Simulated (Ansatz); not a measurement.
**Profile along the Li–H line in LiH (rock salt)**

LiH (rock salt)

Space group Fm-3m (No. 225); a = 4.005 Å, b = 4.005 Å, c = 4.005 Å, α = 90.00°, β = 90.00°, γ = 90.00°

```tsv
atom	site	symmetry	x	y	z
Li	4a	m-3m	0.0000	0.0000	0.0000
H	4b	m-3m	0.5000	0.5000	0.5000
```
(The calculation used a cell of 2 atoms; values per cell refer to that cell.)

Fields along a shortest Li–H line of a {110} plane (2.00 Å), from Li to H, interpolated on the slice's grid (step about 0.2 Å). All values below come from r2SCAN (plane waves to 500 eV, PAW, scalar-relativistic; Ansatz, a program for electronic structure). k mesh 14×14×14. Near the nuclei the fields are pseudised (PAW); where an atom keeps semicore shells as valence, they peak there. LiH was relaxed with its symmetry unable to fall.

```tsv
distance from Li (Å)	valence electron density (e/Å³)	electron localisation function
0.00	9.49	x
0.10	8.74	x
0.20	6.91	x
0.30	4.68	x
0.40	2.44	x
0.50	0.92	0.51
0.60	0.33	0.12
0.70	0.15	0.03
0.80	0.10	0.03
0.90	0.10	0.16
1.00	0.13	0.38
1.10	0.16	0.70
1.20	0.21	0.96
1.30	0.27	1.00
1.40	0.36	1.00
1.50	0.50	0.99
1.60	0.69	x
1.70	0.97	x
1.80	1.35	x
1.90	1.76	x
2.00	1.96	x
```

x: too close to a nucleus for the ELF to mean much.

Density on the Li–H line (2.00 Å) at its density minimum, 0.9 Å from Li: 0.10 e/Å³. ELF at that point: 0.1. Character of the Li–H contact (rough rule: ELF there above 0.7 covalent, below 0.2 ionic, polar between): closed-shell (ionic).
